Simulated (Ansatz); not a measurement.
HfO₂:
```yaml
crystal:
  lattice:
    - [3.57679, 0.00000, 0.00000]
    - [0.00000, 3.57679, 0.00000]
    - [0.00000, 0.00000, 5.20265]
  atoms:
    - { symbol: Hf, position: [0.00000, 0.00000, 0.00000] }
    - { symbol: Hf, position: [0.50000, 0.50000, 0.50000] }
    - { symbol: O, position: [0.00000, 0.50000, 0.19615] }
    - { symbol: O, position: [0.00000, 0.50000, 0.69615] }
    - { symbol: O, position: [0.50000, 0.00000, 0.30385] }
    - { symbol: O, position: [0.50000, 0.00000, 0.80385] }
```

Relaxed with r²SCAN.

Task: Decompose the optical modes at the zone centre into irreducible representations, and say which are infrared and Raman allowed.

Result: Point group 4/mmm: Γ_opt = A1g + A2u + 2B1g + B2u + 3Eg + 2Eu. Infrared: A2u, Eu. Raman: A1g, B1g, Eg.

Task: Assign frequencies (DFPT, r²SCAN (plane waves, PAW; program Ansatz); without the LO–TO term).

Result: Eu 60, Eg 102, B1g 222, A1g 313, A2u 319, Eg 447, Eu 465, B1g 604, B2u 662, Eg 676 cm⁻¹.

Subscripts of B labels follow the axes of the standard setting.

Space group P4_2/nmc. This is a known high-temperature phase of the composition, computed here at zero pressure and temperature. The r²SCAN relaxation kept the symmetry of its start; of distortions, only those at the zone centre were tested. The run is not spin-polarised. Spin–orbit coupling is left out wherever it is not named.

Potentials: the later of the program's two PAW sets.
